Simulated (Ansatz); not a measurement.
Simulated (Ansatz). Plane-wave DFT: natural occupations of the f shells on orthogonalised atomic orbitals at the end of the run, rising, by spin; atoms or cell relaxed as the task says.

```
cell
1.0
     0.0000    0.0000   -6.7240
    -3.7435    6.4839    0.0000
     7.4869    0.0000    0.0000
Eu Mn P
4 8 8
Direct
  0.0000 0.5000 0.5000
  0.0000 0.0000 0.5000
  0.0000 0.5000 0.0000
  0.0000 0.0000 0.0000
  0.3848 0.3333 0.1667
  0.3848 0.8333 0.1667
  0.3848 0.3333 0.6667
  0.3848 0.8333 0.6667
  0.6152 0.1667 0.3333
  0.6152 0.6667 0.3333
  0.6152 0.1667 0.8333
  0.6152 0.6667 0.8333
  0.7178 0.3333 0.1667
  0.7178 0.8333 0.1667
  0.7178 0.3333 0.6667
  0.7178 0.8333 0.6667
  0.2822 0.1667 0.3333
  0.2822 0.6667 0.3333
  0.2822 0.1667 0.8333
  0.2822 0.6667 0.8333
```

Starting moments (μB): Eu number 1 7.16, Eu number 2 7.16, Eu number 3 7.16, Eu number 4 7.16, Mn number 1 1.87, Mn number 2 1.87, Mn number 3 1.87, Mn number 4 1.87, Mn number 5 1.87, Mn number 6 1.87, Mn number 7 1.87, Mn number 8 1.87; others 0.

- cell charge: 0 e
- spin: collinear
- scf start: atoms
- lower state search: off
- functional: PBEsol
- wave cutoff: 420 eV
- k mesh: 4, 3, 3
- k shift: 0, 0, 0 mesh steps
- gaussian smearing: 0.05 eV
- task: single point

How are the f shells occupied at the end?



```
shell atom  shell element  shell spin  shell occupation 1 (e)  shell occupation 2 (e)  shell occupation 3 (e)  shell occupation 4 (e)  shell occupation 5 (e)  shell occupation 6 (e)  shell occupation 7 (e)
         1             Eu          up                     0.9                     0.9                    0.94                    0.96                    0.96                    0.97                    0.99
         1             Eu        down                       0                       0                    0.01                    0.01                    0.01                    0.01                    0.01
         2             Eu          up                     0.9                     0.9                    0.94                    0.96                    0.96                    0.97                    0.99
         2             Eu        down                       0                       0                    0.01                    0.01                    0.01                    0.01                    0.01
         3             Eu          up                     0.9                     0.9                    0.94                    0.96                    0.96                    0.97                    0.99
         3             Eu        down                       0                       0                    0.01                    0.01                    0.01                    0.01                    0.01
         4             Eu          up                     0.9                     0.9                    0.94                    0.96                    0.96                    0.97                    0.99
         4             Eu        down                       0                       0                    0.01                    0.01                    0.01                    0.01                    0.01
```

Caveats: 4f shell without a U, which puts 4f levels too near the Fermi level; occupations loosely converged; open f or d shells may hold a state above the lowest.
